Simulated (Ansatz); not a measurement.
Relaxed Mo (bcc, W type):

```yaml
crystal:
  lattice:
    - [-3.15061, 3.15061, 3.15061]
    - [1.57530, -1.57530, 1.57530]
    - [1.57530, 1.57530, -1.57530]
  atoms:
    - { symbol: Mo, position: [0.00000, 0.00000, 0.00000] }
    - { symbol: Mo, position: [0.50000, 0.00000, 0.00000] }
```

A phonon eigenvector at N = (0.5, 0.0, 0.0) is frozen into this cell: atom i moves by Q times the vector below, so Q is the largest atomic displacement, in Å. The cell is held. (q is in reciprocal vectors of the primitive cell; the cell shown is doubled to hold the pattern.)

```tsv
atom	x	y	z
Mo1	0.000	0.707	-0.707
Mo2	0.000	-0.707	0.707
```

Calculation: r2SCAN (plane waves to 500 eV, PAW, scalar-relativistic; Ansatz, a quantum-chemistry and plane-wave program). k mesh 21×21×21 (Γ-centred), Fermi-Dirac smearing 0.05 eV. Energies are smeared free energies. With partly filled bands, energies and forces of such displacements shift with the k mesh and the smearing. Mo is run without spin polarisation. Mo was relaxed with its symmetry unable to fall. The zero of ΔE is the undisplaced structure. The last digit holds for this mesh only.

```json
[
 {"Q (Å)": "-0.180", "ΔE (meV/cell)": "402.3"},
 {"Q (Å)": "-0.150", "ΔE (meV/cell)": "293.6"},
 {"Q (Å)": "-0.120", "ΔE (meV/cell)": "195.0"},
 {"Q (Å)": "-0.090", "ΔE (meV/cell)": "withheld"},
 {"Q (Å)": "-0.060", "ΔE (meV/cell)": "51.0"},
 {"Q (Å)": "-0.030", "ΔE (meV/cell)": "12.9"},
 {"Q (Å)": "0.000", "ΔE (meV/cell)": "0.0"},
 {"Q (Å)": "0.030", "ΔE (meV/cell)": "12.9"},
 {"Q (Å)": "0.060", "ΔE (meV/cell)": "51.0"},
 {"Q (Å)": "0.090", "ΔE (meV/cell)": "withheld"},
 {"Q (Å)": "0.120", "ΔE (meV/cell)": "195.0"},
 {"Q (Å)": "0.150", "ΔE (meV/cell)": "293.6"},
 {"Q (Å)": "0.180", "ΔE (meV/cell)": "402.3"}
]
```

Q: Fit an even polynomial form (powers 2, 4) to the given rows and predict ΔE at Q = 0.090.

A: Least squares on the 11 given rows: ΔE = (14450)·Q² + (-62700)·Q⁴, in meV/cell with Q in Å; root-mean-square residual 0.14 meV/cell. At 0.090 the fit gives 112.9 meV/cell; the calculation gives 112.6 meV/cell, so the interpolation is off by 0.3 (+0.3 %). The quadratic term alone would give 117.0 meV/cell.

(A displaced cell: forces are minus the slopes of the energy, force constants its curvatures, and phonons follow from these.)
